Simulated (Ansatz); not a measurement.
Q: Write an Ansatz input for a full relaxation of cell and atoms of Gd with PBE (scalar-relativistic), a cutoff of 420 eV (density cutoff 4 times that), a Γ-centred 6×6×4 mesh and Gaussian smearing of 0.05 eV, with collinear spin, starting moments 7.00, 7.00 μB on the atoms in order. Stop at forces under 0.03 eV/Å and stress under 0.3 GPa, or after 60 steps. Forces, stress and eigenvalues are wanted, and also Löwdin populations. The structure:
```
Gd
1.0
     3.6400000000    0.0000000000    0.0000000000
    -1.8200000000    3.1523324698    0.0000000000
     0.0000000000    0.0000000000    5.7803200000
Gd
2
Direct
  0.3333333333 0.6666666667 0.7500000000
  0.6666666667 0.3333333333 0.2500000000
```

A: 
```yaml
crystal:
  lattice:
    - [3.64, 0.0, 0.0]
    - [-1.82, 3.1523324698, 0.0]
    - [0.0, 0.0, 5.78032]
  atoms:
    - { symbol: Gd, position: [0.3333333333, 0.6666666667, 0.75], spin: 7.0 }
    - { symbol: Gd, position: [0.6666666667, 0.3333333333, 0.25], spin: 7.0 }
basis:
  ecutwfc: 420
  ecutrho_ratio: 4
kpoints:
  mp_grid: { grid: [6, 6, 4] }
hamiltonian:
  xc: pbe
scf:
  occupations: { method: gaussian, width: 0.05 }
output:
  forces: true
  stress: true
  eigenvalues: true
  populations: true
magnetization:
  spin_polarized: true
relax:
  f_tol: 0.03
  max_steps: 60
  cell: { stress_tol: 0.3 }
```

Run as written, it has 36 valence electrons, 1291 plane waves at Γ (in the final cell), 24 symmetry operations and 21 irreducible k-points; it took 24 SCF iterations in all.
